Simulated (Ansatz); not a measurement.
Below is a relaxed structure of BeSi. The cell was found from a structure generator's guess, not taken from experiment.

Level of theory: DFT PBE, scalar-relativistic, plane waves, PAW (Ansatz). Cutoff 420 eV, Γ-centred mesh, Gaussian smearing, no spin polarisation.

```
CELL_PARAMETERS angstrom
4.20569 0.00000 0.00000
0.00000 4.20569 0.00000
0.00000 0.00000 7.18757
ATOMIC_POSITIONS crystal
Be 0.00000 0.00000 0.50000
Be 0.00000 0.50000 0.00000
Be 0.50000 0.00000 0.00000
Be 0.50000 0.50000 0.00000
Si 0.00000 0.50000 0.50000
Si 0.50000 0.00000 0.50000
Si 0.50000 0.50000 0.28696
Si 0.50000 0.50000 0.71304
```

Energies over the elements count from the elements' standard structures at the same level, with no fitted energy shifts.

Question: What space group does it have?

Answer: P4/mmm (No. 123). Conventional cell: a = 4.206 Å, c = 7.188 Å. Be on a site of symmetry 4/mmm has 4 Si at 2.10 Å; around Be on a site of symmetry mmm lie 2 Be at 2.10 Å; around Be on a second site of symmetry 4/mmm lie 2 Si at 2.06 Å and 4 Be at 2.10 Å; Si on a site of symmetry mmm has 2 Be at 2.10 Å; 1 more site not described.

Question: What is its formation energy per atom?

Answer: +0.82 eV/atom. The separate elements lie lower, so it is unstable against them.

Question: Is it a metal?

Answer: Yes, bands cross the Fermi level on the 10×10×6 mesh.

The last run used a 10×10×6 mesh (in the run's order of axes) for its 8-atom cell and Gaussian smearing of 0.10 eV. Symmetry constrained the relaxation, so the result can be a saddle point.
